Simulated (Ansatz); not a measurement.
NbAu2:
```xyz
3
Lattice="4.6643 0.0000 0.0000 -2.3322 4.0394 0.0000 0.0000 0.0000 2.7388" Properties=species:S:1:pos:R:3 pbc="T T T"
Au     0.0000     2.6929     1.3694
Au     2.3322     1.3465     1.3694
Nb     0.0000     0.0000     0.0000
```

Relaxed with r²SCAN. Special points in fractions of this cell's reciprocal vectors: Γ (0.000, 0.000, 0.000); M (0.500, 0.000, 0.000); K (0.333, 0.333, 0.000); A (0.000, 0.000, 0.500); L (0.500, 0.000, 0.500); H (0.333, 0.333, 0.500).

Q: List the band energies nearest the Fermi level at these points for plane-wave PAW r²SCAN with spin–orbit coupling (Ansatz code).

A: In eV from the Fermi level; about four levels below and three above (degenerate sets whole), none deeper than 8.9 eV; points with the same levels are listed once.

| k | below | above |
|---|---|---|
| Γ | -2.34 -2.34 -2.13 -2.13 | 2.74 2.74 2.75 2.75 |
| M | -2.51 -2.51 -0.90 -0.90 | 0.53 0.53 0.70 0.70 |
| K | -2.88 -2.88 -2.18 -2.18 | 0.50 0.50 0.53 0.53 |
| A | -2.04 -2.04 -0.24 -0.24 | 0.28 0.28 0.39 0.39 |
| L | -1.18 -1.18 -0.89 -0.89 | 0.37 0.37 0.87 0.87 |
| H | -0.94 -0.94 -0.93 -0.93 | 1.24 1.24 2.94 2.94 |

Space group P6/mmm. The workflow started from an entry of the Crystallography Open Database (COD). Its standing as an ambient phase is unchecked. The r²SCAN relaxation kept the symmetry of its start; its stability against distortions is not shown here. The run is not spin-polarised.

Potentials: the later of the program's two PAW sets.
